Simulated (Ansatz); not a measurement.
## Li₂BeS₃, before and after

Recipe of this trial structure of Li₂BeS₃: ordered mixture on the cation sites of rock salt (P-3m1, No. 164) (occupants of the shared sites, in ratio, Li: 2, Be: 1). Lengths were set from tabulated atomic sizes, so they are only a guess.

start:

Space group P-3m1 (No. 164). a = 3.414 Å, b = 3.414 Å, c = 8.362 Å, α = 90.00°, β = 90.00°, γ = 120.00°
```json
{"atom": "Li", "site": "2d", "symmetry": "3m.", "x": "0.3333", "y": "0.6667", "z": "0.6667"}
{"atom": "Be", "site": "1a", "symmetry": "-3m.", "x": "0.0000", "y": "0.0000", "z": "0.0000"}
{"atom": "S", "site": "1b", "symmetry": "-3m.", "x": "0.0000", "y": "0.0000", "z": "0.5000"}
{"atom": "S", "site": "2d", "symmetry": "3m.", "x": "0.3333", "y": "0.6667", "z": "0.1667"}
```

Method: DFT PBE, scalar-relativistic, plane waves, PAW (Ansatz 0.2.0). Cutoff 420 eV, Gaussian smearing, Γ-centred meshes. Cell and atoms relax first on a coarse mesh and then on a finer one. In between, the cell is made exact in the group found at 0.06 Å. In metals the finer mesh still leaves noise of several meV/atom or more. The steps can't lower the symmetry of their start. No spin polarisation.

end:

Space group P-3m1 (No. 164). a = 3.181 Å, b = 3.181 Å, c = 9.796 Å, α = 90.00°, β = 90.00°, γ = 120.00°
| atom | site | symmetry | x | y | z |
| --- | --- | --- | --- | --- | --- |
| Li | 2d | 3m. | 0.3333 | 0.6667 | 0.6772 |
| Be | 1a | -3m. | 0.0000 | 0.0000 | 0.0000 |
| S | 1b | -3m. | 0.0000 | 0.0000 | 0.5000 |
| S | 2d | 3m. | 0.3333 | 0.6667 | 0.1371 |

The symmetry stays P-3m1 (No. 164). The volume per atom grows by 1.7 %, from 14.1 to 14.3 Å³. The shortest distance goes from 2.41 Å (Be–S and Li–S) to 2.28 Å (Be–S). The ratio c/a of the conventional cell changes by a factor of 1.26. The energy falls by about 0.12 eV/atom (the start's value is from the coarse mesh).

* Volume per atom: 14.30 Å³
* Density: 2.30 g/cm³
* Energy over the elements: −0.65 eV/atom
* Gap on the 15×15×4 mesh of the 6-atom cell: 0 eV (a metal)

The zero of energy is the elements' standard structures at the same level; no fitted shifts are applied. A negative formation energy is needed for stability but isn't enough: competing phases decide.

The last run used Gaussian smearing of 0.10 eV. The reference form of S is held partly by dispersion forces, which this level lacks. Symmetry constrained the relaxation, so the result can be a saddle point. In all, the 3 runs took 55 s on 1 thread of Arm Neoverse V1, with other jobs on the host.
